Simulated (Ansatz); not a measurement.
The relaxed structure here is a generated cell of LiAgF4: the first start was made by placing the elements on the sites of a structure type, and the end was not matched to a known phase here, so it may be hypothetical.

The start is a generated cell, LiAgF4 placed in the AFLOW prototype A4BC_tI24_141_h_b_a (as in ZrSiO4). The cell and all atomic positions are relaxed at zero pressure with r2SCAN (plane waves to 500 eV, PAW, scalar-relativistic; Ansatz, a first-principles code). The first steps use a coarse 4×4×4 k-mesh.

Input geometry:
```yaml
crystal:
  lattice:
    - [-3.38919, 3.38919, 3.06865]
    - [3.38919, -3.38919, 3.06865]
    - [3.38919, 3.38919, -3.06865]
  atoms:
    - { symbol: F, position: [0.13610, 0.32010, 0.81600] }
    - { symbol: F, position: [0.61390, 0.92990, 0.68400] }
    - { symbol: F, position: [0.24590, 0.92990, 0.31600] }
    - { symbol: F, position: [0.50410, 0.32010, 0.18400] }
    - { symbol: F, position: [0.67990, 0.86390, 0.18400] }
    - { symbol: F, position: [0.07010, 0.75410, 0.68400] }
    - { symbol: F, position: [0.07010, 0.38610, 0.31600] }
    - { symbol: F, position: [0.67990, 0.49590, 0.81600] }
    - { symbol: Ag, position: [0.50000, 0.50000, 0.00000] }
    - { symbol: Ag, position: [0.25000, 0.75000, 0.50000] }
    - { symbol: Li, position: [0.75000, 0.25000, 0.50000] }
    - { symbol: Li, position: [0.00000, 0.00000, 0.00000] }
```

Initial pressure: +70.6 GPa (positive: the cell is compressed)
Largest initial force: 14.30 eV/Å, on F1, F2, F3, F4, F5, F6, F7, F8 (atoms numbered as listed)
Outcome: The space group stays I4₁/amd (No. 141) (the run could not lower it), with 12 atoms in the primitive magnetic cell
Volume change: +8.7 %, from 11.75 to 12.77 Å³/atom
Optimiser moves: 14

Final values are on a 8×8×8 k-mesh of the relaxed cell. The first round had no spin; a later round switched it on. Spin state reached: ferromagnetic (net 0.33 μB/atom); other spin orders were not run from this start. The d or f electrons are treated with no Hubbard U.

The run could not lose the symmetry of its start, so the end can be a saddle point.
